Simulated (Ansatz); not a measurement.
# LiAlF4: zone-centre modes

These are results of DFT PBE, scalar-relativistic, plane waves, PAW in Ansatz, not measurements. Cutoff 420 eV, 4×4×4 k-points (Γ-centred), fixed occupations. No spin polarisation. Phonons by linear response, acoustic sum rule imposed.

Equilibrium structure at this level:
```yaml
crystal:
  lattice:
    - [5.50589, 0.00000, 0.00000]
    - [0.00000, 5.50589, 0.00000]
    - [0.00000, 0.00000, 9.37683]
  atoms:
    - { symbol: Li, position: [0.00000, 0.50000, 0.00000] }
    - { symbol: Li, position: [0.50000, 0.00000, 0.50000] }
    - { symbol: Al, position: [0.00000, 0.00000, 0.25000] }
    - { symbol: Al, position: [0.00000, 0.00000, 0.75000] }
    - { symbol: F, position: [0.00000, 0.25182, 0.14588] }
    - { symbol: F, position: [0.00000, 0.74818, 0.14588] }
    - { symbol: F, position: [0.00000, 0.25182, 0.85412] }
    - { symbol: F, position: [0.00000, 0.74818, 0.85412] }
    - { symbol: F, position: [0.25182, 0.00000, 0.35412] }
    - { symbol: F, position: [0.74818, 0.00000, 0.35412] }
    - { symbol: F, position: [0.25182, 0.00000, 0.64588] }
    - { symbol: F, position: [0.74818, 0.00000, 0.64588] }
```

The structure comes from a generated guess, relaxed at this level; another structure or a mixture of phases may lie lower.

Optical modes at Γ (transverse, no macroscopic field); i marks an imaginary frequency:
```csv
frequency (cm⁻¹),degeneracy,IR intensity of the level ((D/Å)²/amu)
54i,1,0.00
23i,2,0.00
36,1,0.00
59,2,0.00
111,2,0.03
170,1,0.00
175,1,0.00
181,1,0.00
194,1,0.00
222,2,0.03
248,1,0.00
270,1,7.47
275,2,15.25
286,2,0.00
327,1,0.00
396,1,6.31
413,2,4.72
418,1,0.00
640,1,0.00
643,1,0.00
739,2,0.00
755,1,13.87
756,2,24.89
812,1,0.00
```

3 of the 33 optical modes are unstable, so the structure is a saddle point of the energy and would distort without enlarging its cell.

* Electronic dielectric constant ε∞ (principal values): 1.42, 1.42, 1.45
* Refractive index √ε∞, mean: 1.20
* Kohn–Sham gap on the mesh: 6.66 eV
* Cost: 2.6 min on 4 threads of Arm Neoverse V1, with other jobs on the host, peak memory 2.1 GiB

Born effective charges (e):
```tsv
atom	Z*xx	Z*yy	Z*zz	mean
Li (atom 1)	0.68	1.27	1.19	1.05
Al (atom 3)	2.22	2.22	2.38	2.27
F (atom 5)	-0.58	-1.02	-0.89	-0.83
```
